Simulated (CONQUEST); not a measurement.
CONQUEST run on AlRu (Pm-3m, 2 atoms in the cell; from Materials Project mp-542569, changed as shown): self-consistent single point.

Method: PBE, numerical atomic orbitals double-zeta with polarisation (the shipped basis), PseudoDojo norm-conserving potentials made for PBE run with CONQUEST 1.3.

The change in words: lattice scaled by 0.98. Reference geometry (Pm-3m):
```yaml
crystal:
  lattice:
    - [2.98250, 0.00000, 0.00000]
    - [0.00000, 2.98250, 0.00000]
    - [0.00000, 0.00000, 2.98250]
  atoms:
    - { symbol: Al, position: [0.00000, 0.00000, 0.00000] }
    - { symbol: Ru, position: [0.50000, 0.50000, 0.50000] }
```

Reference input (self-consistent single point, DFT, PBE, numerical atomic orbitals double-zeta with polarisation (the shipped basis), PseudoDojo norm-conserving potentials made for PBE): basis = DZP; Diag.MPMeshX, Y, Z = 8 8 8; potentials = PseudoDojo norm-conserving PBE; Grid.GridCutoff = 140 Ha; DM.SolutionMethod = diagon; Diag.kT = 0.004998 Ha; Diag.GammaCentred = true; minE.SCTolerance = 1.0e-06; SC.MaxIters = 100; SC.LinearMixingFactor = 0.3; SC.KerkerPreCondition = true; SC.KerkerFactor = 0.5 1/bohr. This run's input differs from it in these lines:

```diff
@@ -30,5 +30,5 @@
 # file: coords.dat
-     5.636108167      0.000000000      0.000000000
-     0.000000000      5.636108167      0.000000000
-     0.000000000      0.000000000      5.636108167
+     5.523386003      0.000000000      0.000000000
+     0.000000000      5.523386003      0.000000000
+     0.000000000      0.000000000      5.523386003
 2
```

Log, with long lists cut:

```
    new_SC_potl: Starting.  Tolerance:  0.10000E-05

    PulayMixSC: Starting Pulay mixing, A_up =  0.300 A_dn =  0.300
    PulayMixSC: Spin non-polarised calculation.
    PulayMixSC: with Kerker preconditioning, q0 =  0.500
          Harris-Foulkes Energy            :      -103.444133324444010 Ha
          GroundState Energy (E-(1/2)TS)   :      -103.445868637640828 Ha
          Free Energy (E-TS)               :      -103.447603950837632 Ha
          DFT Total Energy                 :      -103.371295301108148 Ha
          Total number of electrons        :        18.999999999999112
   [... lines left out ...]
          Total number of electrons        :        19.000033677389691
    PulayMixSC: Pulay iteration    15 residual:              0.10846E-05
          Harris-Foulkes Energy            :      -103.421896071888781 Ha
          GroundState Energy (E-(1/2)TS)   :      -103.423739691658483 Ha
          Free Energy (E-TS)               :      -103.425583311428170 Ha
          DFT Total Energy                 :      -103.421896071905650 Ha
          Total number of electrons        :        19.000033798499611
    PulayMixSC: Pulay iteration    16 residual:              0.81205E-06
    PulayMixSC: Reached SCF tolerance of  0.81205E-06 after     16 iterations
      | Number of electrons      =        19.000034
      |* band energy as 2Tr[K.H] =       -21.124017378114800 Ha
      |  screened ion-ion energy =       -80.099757515153314 Ha
      |  Ha correction           =         0.799650065708307 Ha
      |  XC correction           =        -2.997774578947545 Ha
      | GS Energy as E-(1/2)TS   =      -103.423739691658483 Ha
      | Free Energy as E-TS      =      -103.425583311428170 Ha
      |* Harris-Foulkes energy   =      -103.421896071888781 Ha
      |* DFT total energy        =      -103.421896071905650 Ha
      |  estimated accuracy      =         0.000000000016868 Ha

    force: Forces on atoms (Ha/a0)
    force:  Atom   X              Y              Z
   [... lines left out ...]
    force: Maximum force :        0.00000000(Ha/a0) on atom         2 in z direction
   [... lines left out ...]
    force: Force Residual:        0.00000000 Ha/a0
    force: Total stress:        -22.28948302     0.00000000     0.00000000 GPa
                             0.00000000   -22.28948302     0.00000000
                             0.00000000     0.00000000   -22.28948302
    force: Average pressure:     22.28948302 GPa

    force: Finished force
    get_E_and_F: Change in energy during last step of electronic optimisation: -0.15907E-06
```

The run converged in 16 iterations. CONQUEST prints the stress tensor with tension positive. Against the reference run the free energy goes up by 69.0 meV/atom and the pressure goes from 6.98 to 22.29 GPa.

The program uses no crystal symmetry, so grid and mesh can part values that symmetry would make equal. The atom-centred basis is finite, which shifts total energies and pressures against plane waves. The structure comes from a collection of computed structures, made at another level of theory; the collection holds predicted forms beside known ones. No clean gap shows at this smearing width and mesh (spacing up to 0.27 Å⁻¹); the mesh is coarse for partly filled bands, so the values carry mesh errors. At this pressure the cell is far from its equilibrium volume at this level.

Cost on one core: roughly 2.7 core-minutes.
